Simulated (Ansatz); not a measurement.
A plane-wave DFT run in Ansatz 0.2.0 (scalar-relativistic PAW potentials unless the input names others): input and command.

```yaml
crystal:
  lattice:
    - [0.0, 3.794555, 3.794555]
    - [3.794555, 0.0, 3.794555]
    - [3.794555, 3.794555, 0.0]
  atoms:
    - { symbol: In, position: [0.0, 0.0, 0.0] }
    - { symbol: Sb, position: [0.25, 0.25, 0.25] }
    - { symbol: Sb, position: [0.75, 0.75, 0.75] }
    - { symbol: Sb, position: [0.5, 0.5, 0.5] }
basis:
  ecutwfc: 420
kpoints:
  mp_grid: { grid: [10, 10, 10] }
hamiltonian:
  xc: revpbe
scf:
  occupations: { method: gaussian, width: 0.1 }
output:
  forces: true
  eigenvalues: true
  stress: true
relax:
  adjacent_minimum: "off"
  f_tol: 0.01
  max_steps: 80
  cell: { stress_tol: 0.05 }
```

```bash
ansatz run input.yaml --threads 1 --pin off --max-ram 2560MiB --backend cpu --events-out ev --progress --plain --runs-dir out
```

Abridged log:
```
Pseudopotentials: kind: paw
Pseudopotential: In, paw, valence charge 13, recommended cutoff 420 eV (normal)
Pseudopotential: Sb, paw, valence charge 15, recommended cutoff 420 eV (normal)
Functional definition: revPBE
Crystal: 4 atoms, lattice volume = 109.273 Å³
Basis set: ecut = 420 eV, 2109 PW (Γ), exchange–correlation on 72×72×72 points (8 copies of the dense FFT grid, shifted against one another)
Bands: 35, of which v1, the nominal top of the filled ones, is band 29 counted from 1 (28 counted from 0)
Symmetry: 48 space group operations
Space group: Fm-3m (ITA 225), of the structure as read, at distance tolerance 4.8e-5 Å
k-points: 47 of 1000
Initial density: superposition of atomic densities (neutral atoms: chi_scale 0, normalization atom), corrected by the library's trained network
Initial wavefunctions: pseudopotential atomic-orbital guess
Functional: x = revpbe(κ = 1.245, μ = 0.21951497), c = pbe(β = 0.06672455)
SCF iter   1: F=—  HF=-25075.139848 eV  |F-HF|=—  |Δ(HF+E_count)|=         —  Δρ=2.67e-3  dr2=3.60e-3  ethr=1.77e-3  ⟨swp⟩=9.3  Hψ=7387  notcnv=0
SCF iter   2: F=—  HF=-25075.137072 eV  |F-HF|=—  |Δ(HF+E_count)|=   2.78e-3  Δρ=9.72e-4  dr2=7.35e-4  ethr=6.20e-6  ⟨swp⟩=2.0  Hψ=3367  notcnv=0
SCF iter   3: F=—  HF=-25075.137139 eV  |F-HF|=—  |Δ(HF+E_count)|=   6.68e-5  Δρ=5.23e-4  dr2=2.24e-4  ethr=1.27e-6  ⟨swp⟩=1.0  Hψ=1588  notcnv=0
SCF iter   4: F=—  HF=-25075.137162 eV  |F-HF|=—  |Δ(HF+E_count)|=   2.35e-5  Δρ=7.11e-5  dr2=7.34e-6  ethr=3.87e-7  ⟨swp⟩=2.0  Hψ=2009  notcnv=0
SCF iter   5: F=—  HF=-25075.137160 eV  |F-HF|=—  |Δ(HF+E_count)|=   2.16e-6  Δρ=2.14e-5  dr2=4.52e-7  ethr=1.27e-8  ⟨swp⟩=2.3  Hψ=2674  notcnv=0
SCF iter   6: F=-25075.137160 eV  HF=-25075.137160 eV  |F-HF|=1.61e-8  |Δ(HF+E_count)|=   1.20e-7  Δρ=6.94e-6  dr2=3.20e-8  ethr=1.72e-10  ⟨swp⟩=8.2  Hψ=7696  notcnv=0
SCF 1 converged in 6 iterations: F = -25075.137160 eV  dr2 = 3.20e-8
relax step   1: F+E_penalty+E_count = -25075.13716006 eV  Δ(F+E_penalty+E_count) = +0.000e0 eV  max|allowed force component| = 3.469e-18 eV/Å  Δτ_max = 0.0000 Å  P = +0.867 GPa  Ω = 109.273 Å³  (6 SCF iters, dr2 threshold 1.00e-7 eV, accepted)
Crystal: 4 atoms, lattice volume = 111.685 Å³
Basis set: ecut = 420 eV, 2133 PW (Γ), exchange–correlation on 72×72×72 points (8 copies of the dense FFT grid, shifted against one another)
Initial density: handed on by an earlier stage of this run
Initial wavefunctions: those handed on with the density
SCF iter   1: F=—  HF=-25075.141154 eV  |F-HF|=—  |Δ(HF+E_count)|=         —  Δρ=2.98e-4  dr2=1.13e-4  ethr=1.65e-7  ⟨swp⟩=3.0  Hψ=10352  notcnv=0
SCF iter   2: F=—  HF=-25075.141151 eV  |F-HF|=—  |Δ(HF+E_count)|=   2.78e-6  Δρ=1.97e-4  dr2=5.38e-5  ethr=1.65e-7  ⟨swp⟩=1.0  Hψ=1650  notcnv=0
   ...
SCF iter   1: F=—  HF=-25075.141677 eV  |F-HF|=—  |Δ(HF+E_count)|=         —  Δρ=6.18e-5  dr2=4.60e-6  ethr=7.51e-8  ⟨swp⟩=3.0  Hψ=8529  notcnv=0
SCF iter   2: F=—  HF=-25075.141670 eV  |F-HF|=—  |Δ(HF+E_count)|=   7.08e-6  Δρ=4.10e-5  dr2=2.20e-6  ethr=7.92e-9  ⟨swp⟩=1.1  Hψ=1658  notcnv=0
SCF iter   3: F=-25075.141670 eV  HF=-25075.141670 eV  |F-HF|=1.31e-8  |Δ(HF+E_count)|=   1.85e-8  Δρ=4.97e-6  dr2=4.64e-8  ethr=2.32e-10  ⟨swp⟩=5.3  Hψ=7378  notcnv=0
SCF 3 converged in 3 iterations: F = -25075.141670 eV  dr2 = 4.64e-8
relax step   3: F+E_penalty+E_count = -25075.14167012 eV  Δ(F+E_penalty+E_count) = -5.179e-4 eV  max|allowed force component| = 3.787e-17 eV/Å  Δτ_max = 0.0000 Å  P = -0.009 GPa  Ω = 111.167 Å³  energy of the carried Pulay correction = -4.718e-4 eV  (3 SCF iters, dr2 threshold 1.34e-7 eV, accepted)
Basis set: ecut = 420 eV, 2109 PW (Γ), exchange–correlation on 80×80×80 points (8 copies of the dense FFT grid, shifted against one another)
Initial wavefunctions: pseudopotential atomic-orbital guess (no wavefunctions were taken with the density)
SCF iter   1: F=—  HF=-25075.142148 eV  |F-HF|=—  |Δ(HF+E_count)|=         —  Δρ=2.61e-5  dr2=1.72e-7  ethr=3.11e-7  ⟨swp⟩=3.0  Hψ=11575  notcnv=0
SCF iter   2: F=—  HF=-25075.142145 eV  |F-HF|=—  |Δ(HF+E_count)|=   2.98e-6  Δρ=1.25e-5  dr2=5.58e-8  ethr=2.96e-10  ⟨swp⟩=2.3  Hψ=3048  notcnv=0
SCF iter   3: F=—  HF=-25075.142145 eV  |F-HF|=—  |Δ(HF+E_count)|=   9.58e-8  Δρ=3.27e-6  dr2=1.13e-8  ethr=9.63e-11  ⟨swp⟩=2.0  Hψ=2296  notcnv=0
SCF iter   4: F=—  HF=-25075.142145 eV  |F-HF|=—  |Δ(HF+E_count)|=   3.15e-9  Δρ=6.90e-7  dr2=6.47e-10  ethr=1.95e-11  ⟨swp⟩=2.1  Hψ=2008  notcnv=0
SCF iter   5: F=-25075.142145 eV  HF=-25075.142145 eV  |F-HF|=2.55e-11  |Δ(HF+E_count)|=  7.28e-12  Δρ=1.43e-7  dr2=2.84e-11  ethr=1.00e-12  ⟨swp⟩=4.0  Hψ=7032  notcnv=0
SCF 4 converged in 5 iterations: F = -25075.142145 eV  dr2 = 2.84e-11
SCF converged after 5 iterations
Free energy (F): -25075.142145 eV
Harris-Foulkes:  -25075.142145 eV  (|F-HF|=2.55e-11)
Internal energy: -25075.131230 eV  (E = F + TS)
E sigma→0 (E₀):  -25075.136687 eV
Entropy (-TS):   -0.010915 eV (-2.729 meV/atom)
Fermi energy:    10.774069 eV
--- Forces (eV/Å), atoms counted from 1 ---
  atom   1  In     0.00000000     0.00000000     0.00000000
  atom   2  Sb     0.00000000     0.00000000     0.00000000
  atom   3  Sb     0.00000000     0.00000000     0.00000000
  atom   4  Sb     0.00000000     0.00000000     0.00000000
--- Stress (GPa, compression-positive) ---
       -0.010977       0.000000       0.000000
        0.000000      -0.010977       0.000000
        0.000000       0.000000      -0.010977
  P = ⅓ Tr σ = -0.0110 GPa (-0.110 kbar)
--- Relaxed structure (3 steps of the walk, 3 accepted, 1 SCFs on fresh bases) ---
  F+E_penalty+E_count = -25075.14214498 eV   max|allowed force component| = 3.860e-17 eV/Å   (the final SCF, on the basis selected at the relaxed cell)
  cell:  # Å, volume = 111.1670 Å³
    - [0.0, 3.81635325, 3.81635325]
    - [3.81635325, 0.0, 3.81635325]
    - [3.81635325, 3.81635325, 0.0]
  atoms:
    - { symbol: In, position: [0.0, 0.0, 0.0] }
    - { symbol: Sb, position: [0.25, 0.25, 0.25] }
    - { symbol: Sb, position: [0.75000000, 0.75000000, 0.75000000] }
    - { symbol: Sb, position: [0.5, 0.5, 0.5] }
```

Apart from outputs and empty bands, the input differs from a reference run on usual settings in hamiltonian.xc: "pbe" → "revpbe". The reference, at the same start, ended its own course with a relaxed volume of 27.22 Å³/atom, pressure 0.05 GPa, largest force 0.000 eV/Å, no gap on the mesh. This run converged in 18 SCF iterations over all its steps (reference: 14) with a total energy on another zero, a relaxed volume of 27.79 Å³/atom, pressure -0.01 GPa, largest force 0.000 eV/Å, no gap on the mesh.

The run took 53 s on 1 thread of Intel(R) Xeon(R) Platinum 8259CL CPU @ 2.50GHz (Skylake/Cascade Lake), on a shared host, peak memory 0.54 GiB.